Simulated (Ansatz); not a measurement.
Here is the system:

Ti (hcp, Mg type)

```yaml
crystal:
  lattice:
    - [2.93914, 0.00000, 0.00000]
    - [-1.46957, 2.54537, 0.00000]
    - [0.00000, 0.00000, 4.65010]
  atoms:
    - { symbol: Ti, position: [0.33333, 0.66667, 0.75000] }
    - { symbol: Ti, position: [0.66667, 0.33333, 0.25000] }
```

The atoms are displaced by Q × the pattern below (from a DFPT mode at Γ, largest move 1; Q in Å), at fixed cell.

| atom | x | y | z |
|---|---|---|---|
| Ti1 | 0.000 | 0.000 | -1.000 |
| Ti2 | 0.000 | 0.000 | 1.000 |

Level of theory: PBE (plane waves to 420 eV, PAW, scalar-relativistic; Ansatz, an electronic-structure program). k mesh 18×18×10 (Γ-centred), Fermi-Dirac smearing 0.05 eV. Energies are smeared free energies. With partly filled bands, energies and forces of such displacements shift with the k mesh and the smearing. Ti is run without spin polarisation. Ti was relaxed with its symmetry unable to fall. The zero of ΔE is the undisplaced structure.

The scan covers Q from -0.100 to 0.100 Å in 13 points.

Problem. Is the energy the same for equal positive and negative displacements?

Solution. Even: the same for both signs.

Problem. Which space group does the distorted structure have?

Solution. P-3m1 (No. 164), lowered from P6_3/mmc.

Problem. What is the energy change at Q = 0.100 Å?

Solution. 80 meV/cell.

Problem. What harmonic wavenumber does the curvature at Q = 0 give?

Solution. 180 cm⁻¹.

(A displaced cell: forces are minus the slopes of the energy, force constants its curvatures, and phonons follow from these.)
